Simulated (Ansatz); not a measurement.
delafossite-structured EuPtO₂

Computed with Ansatz (plane waves, PAW, 420 eV cutoff): PBE+U (U_eff = 6 eV on Eu 4f), scalar-relativistic, collinear spin, Γ-centred 6×6×6 mesh, 0.05 eV Gaussian smearing; PAW files: Ansatz's generated set soft_2.

```yaml
crystal:
  lattice:
    - [1.87535, 1.08273, 5.82451]
    - [-1.87535, 1.08273, 5.82451]
    - [0.00000, -2.16547, 5.82451]
  atoms:
    - { symbol: Pt, position: [0.00000, 0.00000, 0.00000] }
    - { symbol: Eu, position: [0.50000, 0.50000, 0.50000] }
    - { symbol: O, position: [0.11133, 0.11133, 0.11133] }
    - { symbol: O, position: [0.88867, 0.88867, 0.88867] }
```

This is a trial structure made by placing the elements on a prototype's sites, so it needn't be the stable form.

Starting moments (μB, in the order of the atoms): -0.62, 6.75, 0.0, 0.0.

The open shells were started in several ways at this geometry:
- carried from the relaxation
- from atoms, symmetry kept, no search for lower states
- from atoms, default search
- from atoms, wider search

**Question.** Do they end in different states?

**Answer.** No. All 4 end within 0.5 meV/atom, with a gap of zero (metallic), spin moments Pt -0.56; Eu 6.13; O -0.21 μB and occupations Eu2 up: 0.35 0.99 0.99 1.00 1.00 1.00 1.00; Eu2 down: 0.00 0.00 0.00 0.01 0.01 0.01 0.02.

With a Hubbard U or exact exchange the result depends on the state in which the open shell ends, and a lower one can't be excluded. For elements this heavy, spin–orbit coupling would shift levels and gaps; it isn't included here. Site moments are of spin, integrated over atomic spheres. A U of this size is made for insulators; in a metal, as here, it tends to take f weight out of the bonding and to swell the cell. The k-mesh is coarse, so small energy differences aren't converged.
